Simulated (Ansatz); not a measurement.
2 distorted cells of HBr3, built from the Cu3Au structure. Ansatz, all-electron LAPW; functional PBE; scalar relativity, no spin–orbit coupling, Dirac core shells, point nucleus. 2×2×2 (shift 0.5, 0.5, 0.5 mesh steps) k-points (coarse, not zone-converged), Fermi–Dirac occupations at kT = 0.15 eV. For a metal, stress, forces and moments on so few k-points can be far from the converged ones. Spin-restricted.

Problem. Rank the cells by free energy an atom on this mesh, lowest first.
A.
24.91 Å³ an atom
```xyz
4
Lattice="4.6904 0.0984 0.0380 0.0984 4.6268 -0.0647 0.0380 -0.0647 4.5947" Properties=species:S:1:pos:R:3 pbc="T T T"
H     2.4450    3.0753    3.4783
Br    2.5603    4.0730    7.0365
Br    4.7021    2.0882    6.6389
Br    4.6385    4.5999    4.3375
```
B.
25.74 Å³ an atom
```xyz
4
Lattice="4.6263 0.0160 0.1712 0.0160 4.6464 -0.0109 0.1712 -0.0109 4.7960" Properties=species:S:1:pos:R:3 pbc="T T T"
H     4.3171    2.5866    1.6906
Br    4.6010    4.9672    3.9516
Br    6.6978    2.8247    4.0543
Br    6.8597    5.1450    1.6539
```

Solution. A (lowest), B (+0.68 eV an atom).

From the lowest up, pressure and r.m.s. force: 3.8 GPa, 1.06 eV/Å; -1.2 GPa, 0.24 eV/Å.
